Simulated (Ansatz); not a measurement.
Ansatz (a program for electronic structure) input:

Ansatz 0.2 input:
```yaml
crystal:
  lattice:
    - [3.6764469479, 0.0, 0.0]
    - [-1.8382234739, 3.1838964525, 0.0]
    - [0.0, 0.0, 5.6759483652]
  atoms:
    - { symbol: Y, position: [0.3333333333, 0.6666666667, 0.75] }
    - { symbol: Y, position: [0.6666666667, 0.3333333333, 0.25] }
kpoints:
  mp_grid: { grid: [22, 22, 13] }
hamiltonian:
  xc: r2scan
  dispersion: d4
  pseudopotentials: { azcp: { folder: ./paw }, kind: paw }
scf:
  occupations: { method: fermi_dirac, width: 0.1 }
elastic: { mode: relaxed_ion, stencil: two_point, amplitude: 0.005, f_tol: 0.0005 }
```

Output (shortened):

```
Pseudopotentials: kind: paw
Pseudopotential: Y, paw, valence charge 11
Functional definition: r2SCAN
Crystal: 2 atoms, lattice volume = 66.439 Å³
Basis set: ecut = 500 eV, 1701 PW (Γ), exchange–correlation on 108×108×180 points (64 copies of the dense FFT grid, shifted against one another)
Bands: 15, of which v1, the nominal top of the filled ones, is band 11 counted from 1 (10 counted from 0)
Symmetry: 24 space group operations
Space group: P63/mmc (ITA 194), of the structure as read, at distance tolerance 4.1e-5 Å
k-points: 364 of 6292
PAW frozen core: Y, regenerated for the run's functional
Initial density: superposition of atomic densities (chi_scale 0.1, normalization cell)
Initial wavefunctions: pseudopotential atomic-orbital guess
Eigensolver: davidson
Functional: x = r2scan, c = r2scan; τ floored in thin density (d = 2e-4 eV/Å³)
all-band conjugate gradients solve this SCF's bands
SCF 1 converged in 11 iterations: F = -7719.661083 eV  dr2 = 3.77e-14
Crystal: 2 atoms, lattice volume = 66.439 Å³
Initial density: handed on by an earlier stage of this run
Initial wavefunctions: those handed on with the density
SCF 2 converged in 2 iterations: F = -7719.661083 eV  dr2 = 1.90e-14
Crystal: 2 atoms, lattice volume = 66.107 Å³
Symmetry: 8 space group operations
k-points: 931 of 6292
Initial wavefunctions: pseudopotential atomic-orbital guess (no wavefunctions were taken with the density)
SCF 3 converged in 10 iterations: F = -7719.660765 eV  dr2 = 2.25e-14
relax step   1: F+E_penalty+E_count = -7719.66076473 eV  Δ(F+E_penalty+E_count) = +0.000e0 eV  max|allowed force component| = 9.344e-3 eV/Å  Δτ_max = 0.0000 Å  (10 SCF iters, accepted)
density extrapolation: transplant  |δρ|_rms = 1.498e-2 e/Å³  SAD shift = 4.608e-3 e/Å³
Crystal: 2 atoms, lattice volume = 66.107 Å³
SCF 4 converged in 9 iterations: F = -7719.660801 eV  dr2 = 5.18e-14
relax step   2: F+E_penalty+E_count = -7719.66080139 eV  Δ(F+E_penalty+E_count) = -3.666e-5 eV  max|allowed force component| = 8.640e-4 eV/Å  Δτ_max = 0.0043 Å  (9 SCF iters, accepted)
density extrapolation: transplant  |δρ|_rms = 1.499e-2 e/Å³  SAD shift = 3.900e-4 e/Å³
Crystal: 2 atoms, lattice volume = 66.107 Å³
SCF 5 converged in 9 iterations: F = -7719.660802 eV  dr2 = 2.87e-16
relax step   3: F+E_penalty+E_count = -7719.66080170 eV  Δ(F+E_penalty+E_count) = -3.153e-7 eV  max|allowed force component| = 1.760e-6 eV/Å  Δτ_max = 0.0004 Å  (9 SCF iters, accepted)
Crystal: 2 atoms, lattice volume = 66.107 Å³
SCF 6 converged in 2 iterations: F = -7719.660802 eV  dr2 = 1.37e-16
Crystal: 2 atoms, lattice volume = 66.772 Å³
Basis set: ecut = 500 eV, 1717 PW (Γ), exchange–correlation on 108×108×180 points (64 copies of the dense FFT grid, shifted against one another)
SCF 7 converged in 10 iterations: F = -7719.660542 eV  dr2 = 2.23e-14
relax step   1: F+E_penalty+E_count = -7719.66054223 eV  Δ(F+E_penalty+E_count) = +0.000e0 eV  max|allowed force component| = 9.387e-3 eV/Å  Δτ_max = 0.0000 Å  (10 SCF iters, accepted)
density extrapolation: transplant  |δρ|_rms = 1.499e-2 e/Å³  SAD shift = 4.208e-3 e/Å³
Crystal: 2 atoms, lattice volume = 66.772 Å³
SCF 8 converged in 9 iterations: F = -7719.660579 eV  dr2 = 3.17e-14
relax step   2: F+E_penalty+E_count = -7719.66057916 eV  Δ(F+E_penalty+E_count) = -3.694e-5 eV  max|allowed force component| = 6.102e-5 eV/Å  Δτ_max = 0.0040 Å  (9 SCF iters, accepted)
Crystal: 2 atoms, lattice volume = 66.772 Å³
SCF 9 converged in 2 iterations: F = -7719.660579 eV  dr2 = 1.48e-14
density extrapolation: transplant  |δρ|_rms = 1.499e-2 e/Å³  SAD shift = 3.405e-3 e/Å³
Crystal: 2 atoms, lattice volume = 66.107 Å³
SCF 10 converged in 10 iterations: F = -7719.660042 eV  dr2 = 5.49e-14
density extrapolation: first-order (α = -2.000)  |δρ|_rms = 1.499e-2 e/Å³  SAD shift = 3.378e-3 e/Å³
Crystal: 2 atoms, lattice volume = 66.772 Å³
SCF 11 converged in 10 iterations: F = -7719.661331 eV  dr2 = 1.20e-16
Crystal: 2 atoms, lattice volume = 66.439 Å³
Symmetry: 4 space group operations
k-points: 1651 of 6292
SCF 12 converged in 10 iterations: F = -7719.660959 eV  dr2 = 4.84e-15
relax step   1: F+E_penalty+E_count = -7719.66095867 eV  Δ(F+E_penalty+E_count) = +0.000e0 eV  max|allowed force component| = 1.249e-4 eV/Å  Δτ_max = 0.0000 Å  (10 SCF iters, accepted)
Crystal: 2 atoms, lattice volume = 66.439 Å³
SCF 13 converged in 2 iterations: F = -7719.660959 eV  dr2 = 2.39e-15
Crystal: 2 atoms, lattice volume = 66.439 Å³
SCF 14 converged in 10 iterations: F = -7719.660959 eV  dr2 = 4.86e-15
relax step   1: F+E_penalty+E_count = -7719.66095867 eV  Δ(F+E_penalty+E_count) = +0.000e0 eV  max|allowed force component| = 1.249e-4 eV/Å  Δτ_max = 0.0000 Å  (10 SCF iters, accepted)
Crystal: 2 atoms, lattice volume = 66.439 Å³
SCF 15 converged in 2 iterations: F = -7719.660959 eV  dr2 = 2.40e-15
SCF converged after 2 iterations
Free energy (F): -7719.661083 eV
Harris-Foulkes:  -7719.661083 eV  (|F-HF|=2.73e-12)
Internal energy: -7719.547217 eV  (E = F + TS)
E sigma→0 (E₀):  -7719.604150 eV
Entropy (-TS):   -0.113865 eV (-56.933 meV/atom)
Fermi energy:    9.275922 eV
--- Per-component energies (eV) ---
  E_band       = -262.219830
  E_kinetic    = 629.099908
  E_local      = -1210.251326  (includes V_loc(G=0)·N_el)
  E_nonlocal   = 53.303916
  E_hartree    = 382.762285
  E_xc         = -345.894139
  E_vxc        = -457.648538  (∫ρ·V_xc dr)
  E_paw        = -5663.389367  (= ΣΔE_a)
  E_vpaw       = -67.282289  (= ΣTr[D̂ρ^β])
  E_aug_tail   = 0.000010  (compensation charges beyond the density's cutoff)
  E_vtau       = 25.033919  (kinetic-family band-sum trace: ∫τ·v_τ [+ j·A + Jᵃ·Aᵃ] dr)
  E_ewald      = -1564.722373
  E_disp       = -0.148226  (pairwise vdW)
  E_core_change = -0.307905  (= ΣΔE_core)
  E_smearing   = -0.113865  (= −TS)
  E_closure    = 0.000000  (closes the sum)
  Σ components = -7719.661083   (vs F -7719.661083, Δ=0.00e0)
--- Forces (eV/Å), atoms counted from 1 ---
  atom   1  Y      0.00000000     0.00000000     0.00000000
  atom   2  Y      0.00000000     0.00000000     0.00000000
  max |Σ_I F_I| component: 4.63e-18 eV/Å
--- Stress (GPa, compression-positive) ---
       -0.055036       0.000000       0.000000
        0.000000      -0.055036       0.000000
        0.000000       0.000000       0.309707
  P = ⅓ Tr σ = 0.0665 GPa (0.665 kbar)
  The stress holds the Pulay correction. Without it, at fixed plane waves, as pw.x and ABINIT print it: P = 0.0423 GPa
  The stress includes an estimate of the error left by incomplete SCF convergence (largest component 0.0000 GPa).
--- Band table (eV; the first three rows and the last of 364) ---
  k-point 0: bands = ["-34.9341", "-34.8537", "-14.5800", "-14.0831", "-14.0831", "-13.9875", "-13.9875", "-13.9579", "4.3741", "7.4233", "10.1355", "11.2210", "11.2210", "11.6959", "11.9104"]
  k-point 1: bands = ["-34.9329", "-34.8549", "-14.5714", "-14.0817", "-14.0817", "-13.9889", "-13.9889", "-13.9675", "4.4153", "7.3921", "10.1027", "11.1914", "11.1914", "11.6517", "11.8689"]
  k-point 2: bands = ["-34.9295", "-34.8583", "-14.5463", "-14.0776", "-14.0776", "-13.9957", "-13.9930", "-13.9930", "4.5376", "7.2906", "10.0307", "11.1273", "11.1273", "11.5232", "11.7581"]
  k-point 363: bands = ["-34.8561", "-34.8555", "-14.4453", "-14.4433", "-14.2911", "-14.2661", "-14.0562", "-14.0532", "8.7314", "8.7352", "9.0618", "9.1276", "9.6391", "9.6960", "12.2090"]
  band table: 15 of 15 bands, residual norms ≤ 1.0e-3 eV
--- Elastic constants: 3 strain directions × 2 members + reference (group order 24) ---
  dense FFT box of the reference and of every strained cell: 27×27×45
  strains applied: 11, 33, 23; error gains …
  pairwise dispersion correction: d4 (s6 = 1.0, s8 = 0.6018749, s9 = 1.0, a1 = 0.51559235, a2_bohr = 5.77342911), with the weights of each atom's references …
  C = ∂σ_k/∂η_j (tension-positive GPa; Voigt order 11 22 33 23 13 12):
        75.628     29.032     20.035      0.000      0.000      0.000
        29.032     75.628     20.035      0.000      0.000      0.000
        20.403     20.403     76.305      0.000      0.000      0.000
         0.000      0.000      0.000     23.788      0.000      0.000
         0.000      0.000      0.000      0.000     23.788      0.000
         0.000      0.000      0.000      0.000      0.000     23.298
  reference stress σ⁰ (GPa):      0.055      0.055     -0.310      0.000      0.000      0.000
  moduli (Voigt/Reuss/Hill, GPa): K = 40.72/40.64/40.68   G = 24.71/24.51/24.61   E = 61.44   ν = 0.248
  mechanically stable: yes (min eigenvalue of sym C = 23.30 GPa)
  strain η (Voigt 11):  stress-route row diagonal C_11 = 75.63 GPa, energy-path curvature d²(F+E_count+ΔE)/dδ²/Ω₀ = 75.64 GPa
         δ    σ_11 (GPa)             F (eV)   n_scf  n_hpsi   n_pw
    -5.000e-3      -0.3272       -7719.6608017       2  143333   1707   relax 3 steps, max|allowed force component| 1.76e-6 eV/Å
     5.000e-3       0.4291       -7719.6605792       2  143960   1725   relax 2 steps, max|allowed force component| 6.10e-5 eV/Å
  strain η (Voigt 33):  stress-route row diagonal C_33 = 76.31 GPa, energy-path curvature d²(F+E_count+ΔE)/dδ²/Ω₀ = 76.31 GPa
         δ    σ_33 (GPa)             F (eV)   n_scf  n_hpsi   n_pw
    -5.000e-3      -0.6952       -7719.6600416      10  127701   1713   relax 0 steps, max|allowed force component| 5.78e-17 eV/Å
     5.000e-3       0.0679       -7719.6613313      10  121003   1725   relax 0 steps, max|allowed force component| 3.47e-17 eV/Å
  strain η (Voigt 23):  stress-route row diagonal C_44 = 23.79 GPa, energy-path curvature d²(F+E_count+ΔE)/dδ²/Ω₀ = 23.85 GPa
         δ    σ_23 (GPa)             F (eV)   n_scf  n_hpsi   n_pw
    -5.000e-3      -0.1189       -7719.6609587       2  254930   1714   relax 1 steps, max|allowed force component| 1.25e-4 eV/Å
     5.000e-3       0.1189       -7719.6609587       2  254980   1714   relax 1 steps, max|allowed force component| 1.25e-4 eV/Å
```

Cost: around 30 core-minutes (rough) on shared cores.

Space group P6_3/mmc (hcp (Mg type)). The r²SCAN+D4 relaxation kept the symmetry of its start. No spin polarisation was allowed. The pairwise dispersion correction was not fitted to metals. As this level gives no gap, shear constants depend on the k-mesh and smearing (Fermi–Dirac, 0.1 eV here). Axis ratios of metals converge slowly with the k-mesh, so a and c are less sure than the volume. On the denser mesh and wider smearing of the elastic run this cell carries a stress of 0.3 GPa. Scalar-relativistic: spin–orbit coupling is off unless named, which matters more the heavier the elements.

Potentials: the earlier of the program's two PAW sets.

Ansatz is a plane-wave DFT program.
